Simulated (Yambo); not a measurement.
Yambo run on TaAgO3 (space group R-3c, No. 167). The wavefunctions come from this Quantum ESPRESSO step (PBEsol, PseudoDojo standard norm-conserving files, scalar-relativistic):

```
&CONTROL
  calculation = 'nscf'
  pseudo_dir = './pseudo'
  outdir = './out'
/
&SYSTEM
  ibrav = 0
  nat = 10
  ntyp = 3
  ecutwfc = 84.0
  ecutrho = 336.0
  occupations = 'fixed'
  force_symmorphic = .true.
  nbnd = 209
/
&ELECTRONS
  conv_thr = 1e-08
  diago_full_acc = .true.
  diago_thr_init = 1e-08
/
ATOMIC_SPECIES
O 15.9990 O.upf
Ag 107.8682 Ag.upf
Ta 180.9479 Ta.upf
CELL_PARAMETERS angstrom
  2.787829956000   1.609554376000   4.644447000000
 -2.787829956000   1.609554376000   4.644447000000
  0.000000000000  -3.219108751000   4.644447000000
ATOMIC_POSITIONS crystal
O   0.806530000000   0.693470000000   0.250000000000
O   0.193470000000   0.306530000000   0.750000000000
O   0.250000000000   0.806530000000   0.693470000000
O   0.750000000000   0.193470000000   0.306530000000
O   0.693470000000   0.250000000000   0.806530000000
O   0.306530000000   0.750000000000   0.193470000000
Ag   0.750000000000   0.750000000000   0.750000000000
Ag   0.250000000000   0.250000000000   0.250000000000
Ta   0.000000000000   0.000000000000   0.000000000000
Ta   0.500000000000   0.500000000000   0.500000000000
K_POINTS automatic
2 2 2 0 0 0
```

Yambo input:

```
rim_cut
gw0
dyson
el_el_corr
HF_and_locXC
ppa
em1d
RandQpts= 1000000
RandGvec= 1 Ry
EXXRLvcs= 84 Ry
VXCRLvcs= 336 Ry
Chimod= "HARTREE"
% BndsRnXp
 11 | 207 |
%
NGsBlkXp= 7 Ry
% LongDrXp
 1.0 | 1.0 | 1.0 |
%
PPAPntXp= 27.2114 eV
% GbndRnge
 1 | 207 |
%
GTermKind= "BG"
DysSolver= "n"
ExtendOut
% QPkrange
 1 | 1 | 50 | 51 |
 2 | 2 | 50 | 51 |
 3 | 3 | 50 | 51 |
 4 | 4 | 50 | 51 |
%
```

k points by index: 1 = Γ, 2 = L, 3 = F, 4 = Z.

The o-*.qp file then holds:

```
#    K-point    Band    Eo [eV]    E [eV]    E-Eo [eV]    Vxc [eV]    Vnlxc [eV]    Sc|Eo [eV]    Sc|E [eV]    dSc/dw|Eo [eV]    Re(Z)    Im(Z)
#
    1    50    -0.097107    -0.489742    -0.392635    -21.54540    -26.90190    4.852447    4.963863    -7.719172    0.779012    -0.001293
    1    51    2.098982    2.985432    0.886450    -15.09445    -9.693209    -4.324490    -4.514795    -5.841138    0.823276    -0.001065
    2    50    0.000000    -0.645249    -0.645249    -23.09400    -28.80904    4.900639    5.069796    -7.132502    0.792320    -0.001049
    2    51    3.444918    4.441597    0.996678    -14.78237    -8.704633    -4.861487    -5.081058    -5.993339    0.819498    -0.002032
    3    50    -0.018774    -0.694497    -0.675724    -23.30213    -29.10703    4.952373    5.129169    -7.118409    0.792645    -0.001088
    3    51    1.938694    2.980358    1.041665    -15.04955    -9.118816    -4.663089    -4.889072    -5.902757    0.821744    -0.001080
    4    50    -0.177247    -0.796291    -0.619043    -22.80896    -28.54754    4.953827    5.119534    -7.282593    0.788872    -0.001193
    4    51    3.456917    4.429993    0.973076    -14.51168    -8.461729    -4.860702    -5.076872    -6.044555    0.818241    -0.758048E-3
```
(The two width columns are left out.) Convergence of these settings isn't established.

Spin-orbit coupling is not included.

Geometry of the Materials Project entry, not relaxed at this level.

The structure is a Materials Project entry; no match was found in the copy of COD used, and its stability was not checked.
